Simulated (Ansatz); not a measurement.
HfTeS in space group P3m1 (No. 156; Hf on 1b, Te on 1a, S on 1c) at seven volumes, the program Ansatz at the LDA level (PAW), shape and atoms relaxed at each. One row is withheld.

```tsv
V (Å³/atom)	P (GPa)
22.087	?
22.815	2.51
23.543	1.07
24.271	0.00
25.000	-0.74
25.728	-1.19
26.456	-1.41
```

**Question.** Fit the shown pressures and predict the withheld one.

**Answer.** Third-order Birch–Murnaghan: P = (3/2)B₀(x^(7/2) − x^(5/2))[1 + (3/4)(B′ − 4)(x − 1)] with x = (V₀/V)^(2/3). Least squares on the six rows gives V₀ = 24.266 Å³/atom, B₀ = 29.07 GPa, B′ = 11.76. At V = 22.087, x = 1.0647 and P = 4.55 GPa. The run itself gave 4.29 GPa.

The workflow started from a Materials Project entry (that database holds measured and hypothetical structures alike); the Crystallography Open Database copy checked does not list it. Its standing as an ambient phase is unchecked. The cell was relaxed with LDA under the symmetry of its start; its stability against distortions is not shown here. No spin polarisation was allowed. A crystal of weakly bound layers computed without a dispersion correction: the cell and the soft elastic constants depend strongly on that. Spin–orbit coupling is left out wherever it is not named.

Potentials: the later of the program's two PAW sets.
